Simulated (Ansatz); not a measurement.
Ca2Ge:
```cif
data_Ca4Ge2
_chemical_formula_sum 'Ge2 Ca4'
_space_group_name_H-M_alt 'P 1'
_space_group_IT_number 1
_cell_length_a 5.06152
_cell_length_b 5.06152
_cell_length_c 6.92020
_cell_angle_alpha 90.000
_cell_angle_beta 90.000
_cell_angle_gamma 120.000
loop_
_space_group_symop_operation_xyz
  'x, y, z'
loop_
_atom_site_label
_atom_site_type_symbol
_atom_site_fract_x
_atom_site_fract_y
_atom_site_fract_z
_atom_site_occupancy
Ge1 Ge 0.33333 0.66667 0.28325 1
Ge2 Ge 0.66667 0.33333 0.78325 1
Ca1 Ca 0.00000 0.00000 0.03335 1
Ca2 Ca 0.00000 0.00000 0.53335 1
Ca3 Ca 0.33333 0.66667 0.78340 1
Ca4 Ca 0.66667 0.33333 0.28340 1
```

Relaxed with PBEsol.

### Question
Tabulate the valence density and the electron localisation function along the shortest Ge–Ca contact (2.92 Å), plane-wave PAW PBEsol (Ansatz code).

### Answer


| distance from Ge (Å) | density (e/Å³) | ELF |
|---|---|---|
| 0.29 | 21.39 | 0.01 |
| 0.44 | 7.40 | 0.07 |
| 0.58 | 2.39 | 0.21 |
| 0.73 | 1.02 | 0.35 |
| 0.88 | 0.57 | 0.43 |
| 1.02 | 0.39 | 0.50 |
| 1.17 | 0.29 | 0.57 |
| 1.32 | 0.22 | 0.53 |
| 1.46 | 0.18 | 0.32 |
| 1.61 | 0.17 | 0.14 |
| 1.75 | 0.21 | 0.10 |
| 1.90 | 0.35 | 0.24 |
| 2.05 | 0.73 | 0.57 |
| 2.19 | 1.54 | 0.79 |
| 2.34 | 2.88 | 0.85 |
| 2.48 | 4.50 | 0.85 |
| 2.63 | 5.90 | 0.81 |

The density is the valence pseudo-density with augmentation charge, so density and ELF within about 1 Å of a nucleus are not all-electron values.

Space group P6_3/mmc. The workflow started from an entry of the Crystallography Open Database (COD); the relaxed space group is not among those it files for this formula. COD files the formula under space group No. 186. Its standing as an ambient phase is unchecked. The cell was relaxed with PBEsol under the symmetry of its start; its stability against distortions is not shown here. The volume moved by -18 % from the start of the relaxation. The volume fell by over 15 % from the filed cell, which may lack light atoms or belong to other conditions.

Potentials: the later of the program's two PAW sets.
